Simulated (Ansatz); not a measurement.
## KCdCO3F — ³⁹K nuclear quadrupole resonance

Cell: a structure deposited in the COD, atoms as given.

```cif
data_KCdCO3F
_symmetry_space_group_name_H-M 'P-6c2'
_symmetry_Int_Tables_number 188
_cell_length_a 5.1349
_cell_length_b 5.1349
_cell_length_c 8.8460
_cell_angle_alpha 90.000
_cell_angle_beta 90.000
_cell_angle_gamma 120.000
loop_
_atom_site_label
_atom_site_type_symbol
_atom_site_symmetry_multiplicity
_atom_site_Wyckoff_symbol
_atom_site_fract_x
_atom_site_fract_y
_atom_site_fract_z
K K 2 e 0.6667 0.3333 0.5000
Cd Cd 2 b 0.0000 0.0000 0.2500
C C 2 d 0.3333 0.6667 0.2500
O O 6 k 0.4062 0.9453 0.2500
F F 2 a 0.0000 0.0000 0.5000
```

One atom of each set is listed.

Method: Kohn–Sham DFT in Ansatz, PBE, plane waves and PAW, scalar-relativistic, 420 eV cutoff, Γ-centred 5×5×3 k-points, Fermi–Dirac smearing 0.02 eV.

³⁹K: I = 3/2, Q = 60.30 mb (year-2017 value). Static lattice, zero field.

Task: At which frequencies do the ³⁹K NQR lines lie?

Result: For I = 3/2 there is one line, ν = (|C_Q|/2)(1 + η²/3)^½.

| site | atoms | V_zz (10²¹ V/m²) | C_Q (MHz) | η | line frequencies (MHz) |
| --- | --- | --- | --- | --- | --- |
| K | 2 | -1.99 | -2.90 | 0.00 | 1.45 |

Task: And for ⁴¹K (I = 3/2, Q = 73.40 mb) on K?

Result: C_Q scales with Q to -3.53 MHz, with lines at 1.76 MHz.

An axis of threefold or higher order runs through K, so V_zz lies along it and η is zero.

At this cell the principal stresses reach 5 GPa in size with PBE, which can matter for small gradients. The largest force is 0.5 eV/Å, so the atoms aren't at the calculated equilibrium and relaxing them would move these values.

Hardware: 1 thread of Intel Xeon Platinum 8488C (Sapphire Rapids) (x86_64; 64 cores open to the job, memory cap 2.5 GiB, no GPU), a shared host with a load of 0.5 a core. Wall time 20 s, CPU time 20 s, peak memory 0.64 GiB.
